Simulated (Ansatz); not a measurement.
According to the program Ansatz at the PBE+D3(BJ) level (PAW), La in the dhcp (α-La type) structure (P6_3/mmc) relaxes to a = 3.662 Å, c = 11.796 Å.

Electronic character: metallic (no gap).

Symmetry was held in the PBE+D3(BJ) relaxation. The pairwise dispersion correction was not fitted to metals. Axis ratios of metals converge slowly with the k-mesh, so a and c are less sure than the volume. Spin–orbit coupling is left out wherever it is not named.

Potentials: the later of the program's two PAW sets.
